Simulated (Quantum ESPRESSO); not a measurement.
Mg$_{2}$AlSe$_{3}$Cl (made-up cell, one site empty) (calculated)

Calculation on a made-up crystal cell, not a measurement: periodic Kohn-Sham density functional theory in plane waves with PseudoDojo standard norm-conserving scalar-relativistic pseudopotentials, each functional with its own files (v0.5 for PBE, v0.4.1 for LDA and PBEsol), no spin polarisation, no spin-orbit coupling, atoms not relaxed, stress positive in tension, energies less a fixed whole-eV offset for each atom's element; levels are Kohn-Sham levels at fractions of this cell's reciprocal vectors, counted from the reference band (half the neutral cell's valence electrons, rounded up) at Gamma; error bars cover cutoff and k-mesh only, not smearing or the files; each bar is the largest change over components, and at least 0.002 eV, 0.002 eV per angstrom or 0.02 GPa; added strain carries the atoms with the cell, and shear is the tensor component; energies are for the whole cell, and the offsets were chosen from early runs and are not element reference energies. Program: Quantum ESPRESSO 7.5.

Common to all runs: lattice type zincblende/diamond; empty site 1; functional pbe; cutoff 1170 eV; fermi dirac smearing 0.025 eV; scf tolerance 1e-07 eV; electrons removed 0; added strain kind zz; k mesh 4 x 4 x 4, shifted by half a step.

(1) Mg$_{2}$AlSe$_{3}$Cl (made-up cell, one site empty)

Unstrained structure:
```
Mg2AlSe3Cl
1.0
      5.6815     0.0000     0.0000
      0.0000     5.6815     0.0000
      0.0000     0.0000     5.6815
Al Mg Cl Se
1 2 1 3
Direct
  -0.02251 0.51029 0.49223
  0.51062 0.00984 0.49066
  0.48542 0.49989 0.01679
  0.23209 0.23490 0.24112
  0.23819 0.74494 0.77265
  0.73970 0.26203 0.76705
  0.73065 0.75521 0.25712
```

```
added strain             : -0.0216
structure shown          : before the added strain of -0.0216
free energy less offsets : 1.291 eV
scf iterations           : 9
smearing term minus ts   : 0 eV
pressure                 : 2.987 GPa
stress xx                : -2.491 GPa
stress yy                : -3.894 GPa
stress zz                : -2.575 GPa
stress yz                : -1.312 GPa
stress xz                : 0.3464 GPa
stress xy                : 2.546 GPa
reference band           : 39
error bar energy         : 0.002448 eV
error bar stress         : 0.02 GPa
error bar force          : 0.005801 eV/Å
error bar next band up   : 0.002 eV
error bars from          : tighter rerun of this cell
```

Atoms:
```
atoms element  atom site  atom energy offset (eV)
           Al          2                      -64
           Mg          3                    -1617
           Mg          4                    -1617
           Cl          5                     -449
           Se          6                    -3300
           Se          7                    -3300
           Se          8                    -3300
```

Forces:
```
site  x (eV/Å)  y (eV/Å)  z (eV/Å)
   2   0.07878    0.2742     1.617
   3    -1.175    0.3326     1.491
   4   -0.2037   -0.2172    -0.162
   5   -0.6793    0.3252    0.3963
   6     -1.35    0.3376    -1.544
   7     1.435   -0.3817   -0.8811
   8     1.895   -0.6707   -0.9175
```

Levels:
```
level k point  next band up (eV)
        Gamma              1.219
(1/2,1/2,1/2)              1.613
   (0.15,0,0)              1.538
   (0,0.15,0)              1.531
   (0,0,0.15)              1.566
```

(2) Mg$_{2}$AlSe$_{3}$Cl (made-up cell, one site empty)

Structure as in entry 1.

```
added strain             : -0.013
structure shown          : before the added strain of -0.013
free energy less offsets : 1.269 eV
scf iterations           : 9
smearing term minus ts   : 0 eV
pressure                 : 2.517 GPa
stress xx                : -2.073 GPa
stress yy                : -3.457 GPa
stress zz                : -2.02 GPa
stress yz                : -1.269 GPa
stress xz                : 0.3823 GPa
stress xy                : 2.475 GPa
reference band           : 39
error bar energy         : 0.002448 eV
error bar stress         : 0.02 GPa
error bar force          : 0.005801 eV/Å
error bar next band up   : 0.002 eV
error bars from          : tighter rerun of a related cell
```

Atoms:
```
atoms element  atom site  atom energy offset (eV)
           Al          2                      -64
           Mg          3                    -1617
           Mg          4                    -1617
           Cl          5                     -449
           Se          6                    -3300
           Se          7                    -3300
           Se          8                    -3300
```

Forces:
```
site  x (eV/Å)  y (eV/Å)  z (eV/Å)
   2   0.05516    0.2819     1.645
   3    -1.141    0.3222     1.501
   4   -0.1939   -0.2069   -0.1911
   5    -0.652    0.3327    0.4134
   6     -1.32    0.3138    -1.568
   7     1.398   -0.3631   -0.9269
   8     1.855   -0.6807   -0.8735
```

Levels:
```
level k point  next band up (eV)
        Gamma              1.183
(1/2,1/2,1/2)              1.579
   (0.15,0,0)              1.504
   (0,0.15,0)              1.496
   (0,0,0.15)              1.527
```

(3) Mg$_{2}$AlSe$_{3}$Cl (made-up cell, one site empty)

Structure as in entry 1.

```
added strain             : 0.0012
structure shown          : before the added strain of 0.0012
free energy less offsets : 1.243 eV
scf iterations           : 9
smearing term minus ts   : 0 eV
pressure                 : 1.777 GPa
stress xx                : -1.43 GPa
stress yy                : -2.782 GPa
stress zz                : -1.12 GPa
stress yz                : -1.2 GPa
stress xz                : 0.4398 GPa
stress xy                : 2.364 GPa
reference band           : 39
error bar energy         : 0.002448 eV
error bar stress         : 0.02 GPa
error bar force          : 0.005801 eV/Å
error bar next band up   : 0.002 eV
error bars from          : tighter rerun of a related cell
```

Atoms:
```
atoms element  atom site  atom energy offset (eV)
           Al          2                      -64
           Mg          3                    -1617
           Mg          4                    -1617
           Cl          5                     -449
           Se          6                    -3300
           Se          7                    -3300
           Se          8                    -3300
```

Forces:
```
site  x (eV/Å)  y (eV/Å)  z (eV/Å)
   2   0.01684     0.295     1.687
   3    -1.087    0.3058     1.516
   4   -0.1781     -0.19   -0.2361
   5   -0.6076    0.3446    0.4414
   6    -1.272    0.2769    -1.606
   7     1.337    -0.335    -1.002
   8     1.791   -0.6974   -0.8002
```

Levels:
```
level k point  next band up (eV)
        Gamma              1.123
(1/2,1/2,1/2)              1.519
   (0.15,0,0)              1.445
   (0,0.15,0)              1.435
   (0,0,0.15)              1.459
```

(4) Mg$_{2}$AlSe$_{3}$Cl (made-up cell, one site empty)

Structure as in entry 1.

```
added strain             : 0.0038
structure shown          : before the added strain of 0.0038
free energy less offsets : 1.24 eV
scf iterations           : 9
smearing term minus ts   : 0 eV
pressure                 : 1.646 GPa
stress xx                : -1.318 GPa
stress yy                : -2.665 GPa
stress zz                : -0.9565 GPa
stress yz                : -1.187 GPa
stress xz                : 0.4495 GPa
stress xy                : 2.343 GPa
reference band           : 39
error bar energy         : 0.002448 eV
error bar stress         : 0.02 GPa
error bar force          : 0.005801 eV/Å
error bar next band up   : 0.002 eV
error bars from          : tighter rerun of a related cell
```

Atoms:
```
atoms element  atom site  atom energy offset (eV)
           Al          2                      -64
           Mg          3                    -1617
           Mg          4                    -1617
           Cl          5                     -449
           Se          6                    -3300
           Se          7                    -3300
           Se          8                    -3300
```

Forces:
```
site  x (eV/Å)  y (eV/Å)  z (eV/Å)
   2   0.01006    0.2971     1.695
   3    -1.077    0.3025     1.518
   4   -0.1757   -0.1869   -0.2448
   5   -0.5997    0.3466    0.4463
   6    -1.263    0.2701    -1.612
   7     1.327   -0.3299    -1.016
   8     1.779   -0.6995   -0.7866
```

Levels:
```
level k point  next band up (eV)
        Gamma              1.111
(1/2,1/2,1/2)              1.507
   (0.15,0,0)              1.433
   (0,0.15,0)              1.424
   (0,0,0.15)              1.446
```
